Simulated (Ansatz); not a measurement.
Structure from Materials Project entry mp-975065 (possibly hypothetical), not relaxed further.

Re: DFT, PBEsol, all-electron PAW with datasets made for the crystal, scalar-relativistic (Ansatz 0.2.0).

Command: `ansatz run input.yaml --threads 1 --pin off --max-ram 6144MiB --backend cpu --events-out ev --progress --plain --runs-dir out` The run took 5.3 min on 1 thread of Arm Neoverse V1, on a shared host, peak memory 3.3 GiB.

```yaml
crystal:
  lattice:
    - [1.3839231524, 0.7990084046, 6.6986080885]
    - [-1.3839231524, 0.7990084046, 6.6986080885]
    - [0.0, -1.5980168092, 6.6986080885]
  atoms:
    - { symbol: Re, position: [0.0, 0.0, 0.0] }
    - { symbol: Re, position: [0.22217388, 0.22217388, 0.22217388] }
    - { symbol: Re, position: [0.77782612, 0.77782612, 0.77782612] }
kpoints:
  mp_grid: { grid: [15, 15, 15] }
  band_path:
    path:
      - [0.0, 0.0, 0.0]
      - [0.5, 0.5, 0.5]
      - [0.823848225, 0.176151775, 0.5]
      - [0.5, -0.176151775, 0.176151775]
      - [0.5, 0.0, 0.0]
      - [0.0, 0.0, 0.0]
      - [0.3380758875, -0.3380758875, 0.0]
      - [0.6619241125, 0.0, 0.3380758875]
      - [0.5, 0.0, 0.5]
    npoints: 8
scf:
  occupations: { method: fermi_dirac, width: 0.05 }
hamiltonian:
  xc: pbesol
  pseudopotentials: { kind: all_electron, datasets: crystal }
output:
  forces: true
  stress: true
  eigenvalues: true
  efg: { contact_densities: true }
```

Output:

```
basis.fft_grid_basis auto: the FFT boxes are laid along the combinations [[1, 0, -1], [0, 1, -1], [0, 0, 1]] of the cell's own vectors, 2.768, 2.768 and 6.887 Å long. The dense box has 16×16×40 points. Along the cell's own vectors, as sized, it would have 40×40×40, 6.25 times as many. Of the 12 symmetry operations that the crystal satisfies within crystal.symmetry.tolerance (time reversal apart; of a slab, those that keep its plane) the dense box along the cell's own vectors carries 12, and the one as laid loses 8 of those. basis.fft_grid_basis: typed keeps the cell's own vectors: state it where this run's energies or levels are differenced outside the engine with another run's, or held beside a run that keeps those vectors.
hamiltonian.pseudopotentials.datasets: crystal makes datasets for this crystal and solves the spheres of its atoms anew in each pass: cutoff 280.0 eV, the density's 1120.0 eV; for an error of 0.50 meV an atom under PBE, 1.5 meV for the cell; an energy difference from a run of another recipe may be off by several times the error for the cell, under r2SCAN by more, where some 0.1 meV an atom stays at smaller errors; Re in spheres of 1.371 Å, 15 of its electrons in bands, 14 on its site; only band paths and densities of states list, in semicore columns, the levels of the semicore shells that are solved separately: 4f of Re
band count auto-derived: 31 (N_el = 45.0; filled up to band 23; 27 by the electrons, moments and atoms)
Re: output.efg is read without spin–orbit coupling, which moves field gradients at and beside such atoms by some per cent and up to a factor of two; PAW files take it under magnetization.noncollinear and magnetization.spin_orbit
Engine: ansatz 0.2.0
Pseudopotentials: kind: all_electron
Pseudopotential: Re, paw, valence charge 29, recommended cutoff 280 eV (normal), Koelling and Harmon's equation, gaussian nucleus
Functional definition: PBEsol
  exchange = pbesol_x
  correlation = pbesol_c
Crystal: 3 atoms, lattice volume = 44.443 Å³
Basis set: ecut = 280 eV, 475 PW (Γ), FFT grids on a1−a3, a2−a3, a3, exchange–correlation on 32×32×80 points (8 copies of the dense FFT grid, shifted against one another)
Bands: 31, of which v1, the nominal top of the filled ones, is band 23 counted from 1 (22 counted from 0)
Symmetry: 12 space group operations
Space group: R-3m (ITA 166), of the structure as read, at distance tolerance 3.5e-5 Å
k-points: 344 of 3375
Non-local potential: Re, projectors of the file, l = 0: 2, l = 1: 2, l = 2: 2
PAW form: soft (Blöchl's): semilocal exchange-correlation on the pseudo side does not see the compensation charge
PAW one-centre angular grid: Re, 590 points (default); XC on its mesh's 1819 points in the sphere
Initial density: superposition of atomic densities (neutral atoms: chi_scale 0, normalization atom)
Initial wavefunctions: pseudopotential atomic-orbital guess
Functional: x = pbesol(κ = 0.804, μ = 0.12345679012345678), c = pbesol(β = 0.046)
iter 1 solved again at ethr=1.49e-2 eV; its pass at ethr=1.00e-1 eV (dr2=6.72e0 eV) is discarded
SCF iter   1: F=—  HF=-1362068.612651 eV  |F-HF|=—  |Δ(HF+E_count)|=         —  Δρ=1.22e-1  dr2=6.90e0  ethr=1.49e-2  ⟨swp⟩=2.1  Hψ=52494  notcnv=0
preconditioner: auto → Kerker (q_TF=auto, 2.734 Å⁻¹)  [metal: Δε(μ)=0.001 eV  Ē_g=8.042 eV  σ=0.050 eV  W_gap=0.00  n_scr=16 (ndim 8)  ℏωp=25.5 eV  f_vac=0.000  D(μ)=2.41/eV (n_scr^D=30)]
SCF iter   2: F=—  HF=-1362067.477646 eV  |F-HF|=—  |Δ(HF+E_count)|=    1.14e0  Δρ=7.75e-2  dr2=2.79e0  ethr=1.49e-2  ⟨swp⟩=2.0  Hψ=21328  notcnv=0
iter 3 solved again at ethr=2.33e-5 eV; its pass at ethr=6.21e-3 eV (dr2=1.05e-2 eV) is discarded
SCF iter   3: F=—  HF=-1362066.260821 eV  |F-HF|=—  |Δ(HF+E_count)|=    1.22e0  Δρ=7.38e-3  dr2=1.07e-2  ethr=2.33e-5  ⟨swp⟩=2.1  Hψ=50168  notcnv=0  defer=20
SCF iter   4: F=—  HF=-1362066.427084 eV  |F-HF|=—  |Δ(HF+E_count)|=   1.66e-1  Δρ=6.75e-3  dr2=1.52e-2  ethr=2.33e-5  ⟨swp⟩=3.5  Hψ=29373  notcnv=0
SCF iter   5: F=—  HF=-1362066.424567 eV  |F-HF|=—  |Δ(HF+E_count)|=   2.52e-3  Δρ=1.41e-3  dr2=1.27e-3  ethr=2.33e-5  ⟨swp⟩=3.0  Hψ=27293  notcnv=0
SCF iter   6: F=—  HF=-1362066.425762 eV  |F-HF|=—  |Δ(HF+E_count)|=   1.19e-3  Δρ=7.33e-4  dr2=5.86e-4  ethr=2.81e-6  ⟨swp⟩=2.0  Hψ=22439  notcnv=0  defer=2
SCF iter   7: F=—  HF=-1362066.425774 eV  |F-HF|=—  |Δ(HF+E_count)|=   1.18e-5  Δρ=9.52e-5  dr2=3.38e-6  ethr=1.30e-6  ⟨swp⟩=2.0  Hψ=18646  notcnv=0  defer=2
SCF iter   8: F=—  HF=-1362066.425760 eV  |F-HF|=—  |Δ(HF+E_count)|=   1.38e-5  Δρ=4.51e-5  dr2=8.87e-7  ethr=7.51e-9  ⟨swp⟩=3.0  Hψ=26368  notcnv=0
SCF iter   9: F=—  HF=-1362066.425762 eV  |F-HF|=—  |Δ(HF+E_count)|=   1.99e-6  Δρ=1.03e-4  dr2=1.57e-5  ethr=1.97e-9  ⟨swp⟩=3.0  Hψ=25668  notcnv=0  recentre
SCF iter  10: F=—  HF=-1362066.425761 eV  |F-HF|=—  |Δ(HF+E_count)|=   7.61e-7  Δρ=1.58e-5  dr2=1.83e-7  ethr=1.97e-9  ⟨swp⟩=3.0  Hψ=21187  notcnv=0
SCF iter  11: F=-1362066.425761 eV  HF=-1362066.425761 eV  |F-HF|=2.33e-10  |Δ(HF+E_count)|=   1.37e-8  Δρ=1.56e-6  dr2=9.89e-10  ethr=4.08e-10  ⟨swp⟩=2.0  Hψ=18638  notcnv=0
SCF 1 converged in 11 iterations: F = -1362066.425777 eV  dr2 = 9.89e-10
  Residual-converged pass: ⟨swp⟩=2.7  Hψ=18531  notcnv=0  max |occ|·‖R‖ = 6.4e-6 eV (tolerance 6.5e-6 eV)  dr2=9.70e-10  dr2_onsite=2.99e-10  max |Δocc| = 1.0e-10
  greatest PAW one-centre occupation: 0.998 electrons in one spin orbital (limit 2), on the Re atom at site 2 (counted from 0), in its partial waves of l = 0
NSCF: frozen V_eff on 65 k-points
SCF converged after 11 iterations
Free energy (F): -1362066.425777 eV
Harris-Foulkes:  -1362066.425777 eV  (|F-HF|=2.33e-10)
Internal energy: -1362066.405086 eV  (E = F + TS)
E sigma→0 (E₀):  -1362066.415431 eV
Entropy (-TS):   -0.020691 eV (-6.897 meV/atom)
Past the cutoff: the bands carry plane waves up to 1.75 times it, of which those up to 1.5 times it add -0.000305 eV an atom, each by itself; the spheres take 0.000210 eV an atom off the energy for waves past 1.75 times it
By the cutoff:   a pressure is off by up to 0.007 GPa (1.2 times the spheres' own share and the shells' term, over an atom's volume, and 0.004 GPa: a bound that held against runs at twice the plane waves)
Past the cutoffs: a stress includes 0.0018 GPa for waves and charges beyond them, in addition to the slope of what the spheres take
In the spheres:  the bands' charges fall short by 6.2e-7 e at most (sound up to 1e-3), those of shells solved beside the bands by 3.3e-7 e (sound up to 5e-4)
Fermi energy:    30.488471 eV
--- Per-component energies (eV) ---
  The terms above E_closure are by the made datasets' own strengths, without shells solved beside the bands.
--- Forces (eV/Å), atoms counted from 1 ---
  atom   1  Re     0.00000000     0.00000000     0.00000000
  atom   2  Re    -0.00000000    -0.00000000    -0.02253315
  atom   3  Re     0.00000000     0.00000000     0.02253315
  max |Σ_I F_I| component: 1.31e-29 eV/Å
--- Stress (GPa, compression-positive) ---
       -6.091074       0.000000       0.000000
        0.000000      -6.091074       0.000000
        0.000000       0.000000      -7.036265
  P = ⅓ Tr σ = -6.4061 GPa (-64.061 kbar)
  It holds what live shells' own plane waves past their cutoff add
--- PAW observables at the nuclei: V_zz in 10²¹ V/m², potentials from the cell's mean, atoms counted from 1 ---
  atom   1  Re V_zz =    -8.178166   η = 0.0000   by run symmetry: allowed
            electrostatic potential = -15140.899470 V   contact ρ = 9526482.675486 e/Å³
  atom   2  Re V_zz =    -2.094247   η = 0.0000   by run symmetry: allowed
            electrostatic potential = -15140.984356 V   contact ρ = 9526479.236779 e/Å³
  atom   3  Re V_zz =    -2.094247   η = 0.0000   by run symmetry: allowed
            electrostatic potential = -15140.984356 V   contact ρ = 9526479.236779 e/Å³
--- Band table (eV; the first three rows and the last of 344) ---
  k-point 0: bands = ["-49.3897", "-49.2863", "-49.2478", "-11.5886", "-11.5481", "-10.8288", "-10.8288", "-10.7460", "-10.7460", "-10.6358", "-10.6358", "-10.6282", "20.5646", "23.6319", "23.6934", "28.5479", "28.5479", "28.6707", "28.7179", "28.8837", "28.9526", "28.9526", "29.3420", "29.3420", "31.0446", "31.0446", "33.0767", "33.0767"]
  k-point 1: bands = ["-49.3858", "-49.2835", "-49.2452", "-11.5922", "-11.5317", "-10.8637", "-10.8395", "-10.7782", "-10.7568", "-10.6773", "-10.6420", "-10.6353", "20.7503", "23.7943", "23.8905", "28.1107", "28.2808", "28.5314", "28.6864", "28.7590", "29.1092", "29.2525", "29.4591", "29.4624", "30.8731", "30.9196", "33.1435", "33.3149"]
  k-point 2: bands = ["-49.3747", "-49.2756", "-49.2380", "-11.5898", "-11.5041", "-10.9618", "-10.8695", "-10.8629", "-10.7922", "-10.7870", "-10.6600", "-10.6558", "21.2824", "24.2370", "24.4317", "27.3416", "27.6427", "28.1285", "28.4949", "29.0660", "29.4076", "29.5661", "29.5680", "29.7498", "30.5643", "30.7268", "33.2600", "33.6628"]
  k-point 343: bands = ["-49.3778", "-49.3047", "-49.2321", "-11.8447", "-10.9930", "-10.9559", "-10.8748", "-10.8561", "-10.7292", "-10.7177", "-10.6827", "-10.6645", "21.8982", "22.0188", "23.9983", "28.0176", "28.1855", "28.4497", "28.7426", "28.9305", "29.0355", "29.1281", "29.3914", "30.4815", "31.4145", "31.5788", "32.2005", "32.2431"]
```

Spin polarisation is left out, and whether a magnetic state lies lower isn't shown here.
